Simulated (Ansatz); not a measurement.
The relaxed structure here is a generated cell of Sr4As2O: the first start was made by placing the elements on the sites of a structure type, and the end was not matched to a known phase here, so it may be hypothetical.

Relaxation of a generated cell, Sr4As2O placed in the AFLOW prototype A2BC4_tI14_82_bc_a_g (E3, as in Al2CdS4); 7 atoms in the cell, which starts as I-4 (No. 82), tI14; a = 5.9239 Å, b = 5.9239 Å, c = 10.9938 Å, α = 90.00°, β = 90.00°, γ = 90.00°. Level of theory: r2SCAN (plane waves to 500 eV, PAW, scalar-relativistic; Ansatz, a quantum-chemistry and plane-wave program). Γ-centred k-mesh 6×6×6 on the run's cell (coarser than for final values), Fermi–Dirac smearing 0.05 eV. This is the first round of the run. 

The optimiser's lines from the output (shortened; P is positive under compression):

```
relax step   1: F+E_penalty+E_count = -24517.91790981 eV  Δ(F+E_penalty+E_count) = +0.000e0 eV  max|allowed force component| = 4.739e0 eV/Å  Δτ_max = 0.0000 Å  P = +20.120 GPa  Ω = 192.898 Å³  (9 SCF iters, dr2 threshold 1.00e-7 eV, accepted)
relax step   2: F+E_penalty+E_count = -24522.24382226 eV  Δ(F+E_penalty+E_count) = -4.326e0 eV  max|allowed force component| = 2.135e0 eV/Å  Δτ_max = 0.1950 Å  P = +8.987 GPa  Ω = 209.790 Å³  (10 SCF iters, dr2 threshold 7.00e-7 eV, accepted)
relax step   3: F+E_penalty+E_count = -24523.92816533 eV  Δ(F+E_penalty+E_count) = -1.684e0 eV  max|allowed force component| = 6.211e-1 eV/Å  Δτ_max = 0.1946 Å  P = +6.188 GPa  Ω = 222.090 Å³  (10 SCF iters, dr2 threshold 7.00e-7 eV, accepted)
relax step   4: F+E_penalty+E_count = -24524.62707948 eV  Δ(F+E_penalty+E_count) = -6.989e-1 eV  max|allowed force component| = 1.108e-1 eV/Å  Δτ_max = 0.1167 Å  P = +1.865 GPa  Ω = 253.564 Å³  (10 SCF iters, dr2 threshold 7.00e-7 eV, accepted)
relax step   5: F+E_penalty+E_count = -24524.73968062 eV  Δ(F+E_penalty+E_count) = -1.126e-1 eV  max|allowed force component| = 7.782e-2 eV/Å  Δτ_max = 0.0672 Å  P = +0.126 GPa  Ω = 272.471 Å³  (10 SCF iters, dr2 threshold 7.00e-7 eV, accepted)
relax step   6: F+E_penalty+E_count = -24524.80297084 eV  Δ(F+E_penalty+E_count) = -6.329e-2 eV  max|allowed force component| = 9.865e-2 eV/Å  Δτ_max = 0.0902 Å  P = +0.121 GPa  Ω = 281.642 Å³  (8 SCF iters, dr2 threshold 7.00e-7 eV, accepted)
relax step   7: F+E_penalty+E_count = -24524.88120074 eV  Δ(F+E_penalty+E_count) = -7.823e-2 eV  max|allowed force component| = 4.521e-2 eV/Å  Δτ_max = 0.0333 Å  P = -0.095 GPa  Ω = 285.785 Å³  (8 SCF iters, dr2 threshold 7.00e-7 eV, accepted)
relax step   8: F+E_penalty+E_count = -24524.96788677 eV  Δ(F+E_penalty+E_count) = -8.669e-2 eV  max|allowed force component| = 4.342e-2 eV/Å  Δτ_max = 0.0172 Å  P = -0.284 GPa  Ω = 284.322 Å³  (7 SCF iters, dr2 threshold 7.00e-7 eV, accepted)
relax step   9: F+E_penalty+E_count = -24525.01517958 eV  Δ(F+E_penalty+E_count) = -4.729e-2 eV  max|allowed force component| = 3.864e-2 eV/Å  Δτ_max = 0.0233 Å  P = -0.279 GPa  Ω = 279.485 Å³  (8 SCF iters, dr2 threshold 7.00e-7 eV, accepted)
relax step  10: F+E_penalty+E_count = -24524.67687142 eV  Δ(F+E_penalty+E_count) = +3.383e-1 eV  max|allowed force component| = 1.078e0 eV/Å  Δτ_max = 0.1979 Å  P = +0.375 GPa  Ω = 253.239 Å³  (11 SCF iters, dr2 threshold 2.42e-7 eV, rejected (line search))
relax step  11: F+E_penalty+E_count = -24525.02233706 eV  Δ(F+E_penalty+E_count) = -7.157e-3 eV  max|allowed force component| = 4.109e-2 eV/Å  Δτ_max = 0.0263 Å  P = -0.028 GPa  Ω = 274.089 Å³  (15 SCF iters, accepted)
relax step  12: F+E_penalty+E_count = -24525.02302295 eV  Δ(F+E_penalty+E_count) = -6.859e-4 eV  max|allowed force component| = 8.380e-3 eV/Å  Δτ_max = 0.0084 Å  P = -0.014 GPa  Ω = 273.789 Å³  (7 SCF iters, dr2 threshold 1.06e-7 eV, accepted)
relax step  13: F+E_penalty+E_count = -24525.12241072 eV  Δ(F+E_penalty+E_count) = -9.939e-2 eV  max|allowed force component| = 7.544e-3 eV/Å  Δτ_max = 0.0000 Å  P = +0.381 GPa  Ω = 273.789 Å³  stress off target by 9.60e-1 GPa  SCF on the basis re-selected at this cell (its energy is not comparable with the rows above)  (10 SCF iters)
relax step  14: F+E_penalty+E_count = -24525.14744397 eV  Δ(F+E_penalty+E_count) = -2.503e-2 eV  max|allowed force component| = 2.821e-2 eV/Å  Δτ_max = 0.0140 Å  P = +0.176 GPa  Ω = 275.063 Å³  (7 SCF iters, dr2 threshold 7.00e-7 eV, accepted)
relax step  15: F+E_penalty+E_count = -24525.14963080 eV  Δ(F+E_penalty+E_count) = -2.187e-3 eV  max|allowed force component| = 3.053e-2 eV/Å  Δτ_max = 0.0172 Å  P = -0.005 GPa  Ω = 277.124 Å³  (9 SCF iters, dr2 threshold 3.08e-7 eV, accepted)
relax step  16: F+E_penalty+E_count = -24525.15001223 eV  Δ(F+E_penalty+E_count) = -3.814e-4 eV  max|allowed force component| = 1.629e-3 eV/Å  Δτ_max = 0.0059 Å  P = -0.003 GPa  Ω = 276.901 Å³  (6 SCF iters, dr2 threshold 5.82e-8 eV, accepted)
relax step  17: F+E_penalty+E_count = -24525.15032113 eV  Δ(F+E_penalty+E_count) = -3.089e-4 eV  max|allowed force component| = 1.601e-3 eV/Å  Δτ_max = 0.0000 Å  P = -0.003 GPa  Ω = 276.901 Å³  stress off target by 3.78e-3 GPa  SCF on the basis re-selected at this cell (its energy is not comparable with the rows above)  (9 SCF iters)
```

From the first to the last row the energy changes by -1.03 eV/atom and the volume by +43.5 %. The last row is marked as not comparable with the walk above it, whose basis was carried along; it does compare with step 1, since both stand on a basis selected at the nominal cutoff for their own cell.

Energy and pressure jump between steps 12 and 13 at one geometry, where the plane-wave basis was selected anew. While the cell walks, the set of plane waves is carried along, so its effective cutoff drifts with the strain; re-selecting it at 500 eV moved the energy by -0.014 eV/atom and the pressure by 0.4 GPa. Only step 1 and rows on a re-selected basis compare with each other.

Step 10 was rejected by the optimiser.

Later rounds, restarted from the end of this one on a renewed k-mesh, logged 2 more steps and released under 0.01 eV/atom more. The final structure after all rounds: I-4 (No. 82), tI14; a = 6.086 Å, b = 6.086 Å, c = 14.951 Å, α = 90.00°, β = 90.00°, γ = 90.00°. Between re-selections the logged energies stand on a plane-wave basis carried along with the cell. No spin polarisation in the result.

The run could not lower the symmetry of its start; a shaken copy of this end point relaxes with r2SCAN to P-4 (No. 81), 0.344 eV/atom lower.
